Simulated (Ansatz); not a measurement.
## Mg₃CdTe₄ (ordering on rocksalt) by several functionals

All numbers come from Ansatz. Simulation only: non-magnetic, and no claim that this is the phase found in nature.

The cell is Mg₃CdTe₄ as one 8-atom ordering (Cmmm) on the rocksalt lattice; cell and atoms were relaxed with r2SCAN. It is orthorhombic, Cmmm (No. 65); a = 8.468 Å, b = 11.980 Å, c = 4.237 Å in the conventional setting, 26.86 Å³ an atom. Around Mg lie 6 Te at 2.96–2.97 Å; around Mg lie 6 Te at 3.00 Å; around Cd lie 6 Te at 3.02–3.03 Å; around Te lie 5 Mg at 2.96–3.00 Å and 1 Cd at 3.03 Å; around Te lie 4 Mg at 2.97–3.00 Å and 2 Cd at 3.02 Å.

Relaxed lattice by functional, symmetry kept:
```csv
functional,k mesh,a (Å),b (Å),c (Å),volume (Å³/atom)
PBE,4×4×6,8.512,12.033,4.262,27.28
r2SCAN,4×4×6,8.468,11.980,4.237,26.86
```

Gaps on the r2SCAN cell, each the least over its mesh and the special points:
```
  level  k mesh             gap (eV)      kind            edges  least direct gap (eV)        rough cost
    PBE   4×4×6  none (overlap 0.21)         –                –                      –  110 core-seconds
PBE+SOC   4×4×6  none (overlap 0.26)         –                –                      –   10 core-minutes
 r2SCAN   4×4×6                 0.03  indirect  Σ₀–Γ (0.33) → T                   0.22  2.1 core-minutes
  HSE06   2×2×4                 0.19  indirect  Σ₀–Γ (0.33) → T                   0.39   13 core-minutes
```
All runs use a smearing of 0.02 eV.
Wave cutoffs: 420 eV, 500 eV (r2SCAN).
Points off the special ones are mesh points or PBE's searched band edges, reused at the other levels.
Costs come from shared machines and give only the order; PBE's includes the band path. The runs had 4 threads of Arm Neoverse N1 (shared host).

The HSE06 gap is indirect, 0.19 eV (Σ₀–Γ (0.33 of the way from Σ₀) to T), below the direct gap of 0.39 eV at T. With PBE+SOC the bands overlap by 0.26 eV (counted from 1, band 114 peaks at Γ and band 115 bottoms out at E₀–T (0.50 of the way from E₀)): no gap.

The levels disagree on the kind of gap: indirect with r2SCAN, HSE06; no gap with PBE, PBE+SOC.

Only the levels marked +SOC include spin-orbit coupling.

Where bands overlap the cell is a metal at that level, and these k meshes limit energies, forces and stress. Overlaps of a few tenths of an eV in semilocal functionals can be an artefact that a hybrid or GW lifts.

The meshes of the hybrids are coarse, so their gaps aren't converged to the digits shown.
